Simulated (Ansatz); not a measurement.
# Re (Fm-3m): the size of the finite step

```xyz
1
Lattice="0.0000 1.9405 1.9405 1.9405 0.0000 1.9405 1.9405 1.9405 0.0000" Properties=species:S:1:pos:R:3 pbc="T T T"
Re    0.0000    0.0000    0.0000
```

Unless marked otherwise, the numbers come from PBEsol, PAW on Ansatz 0.2.0's default frozen-core files (fitted under PBE), scalar-relativistic. k mesh 18×18×18, strains of ±0.003, Fermi-Dirac smearing of 0.100 eV, cutoff 420 eV. The cell was relaxed by PAW under this functional, which moved its volume by -5 % from the database entry's. This phase needn't be the one found at ambient conditions.

(1) Elastic constants come from stresses at strains of ±0.003 (two-point stencil): C11 = 578.7, C12 = 293.3, C44 = 225.3 GPa. What does an amplitude of 0.0002 give?

Results:

(1) C11 = 578.0, C12 = 293.3, C44 = 225.3 GPa. Nothing moves by 1 %. Steps under 0.001 aren't safe in general, since the basis can change from cell to cell and the noise grows as 1/δ.

Keep in mind: frozen-core PAW files fitted under PBE, their cores solved anew for the functional of the run; responses of metals move with mesh and smearing; no spin-orbit coupling on heavy atoms.
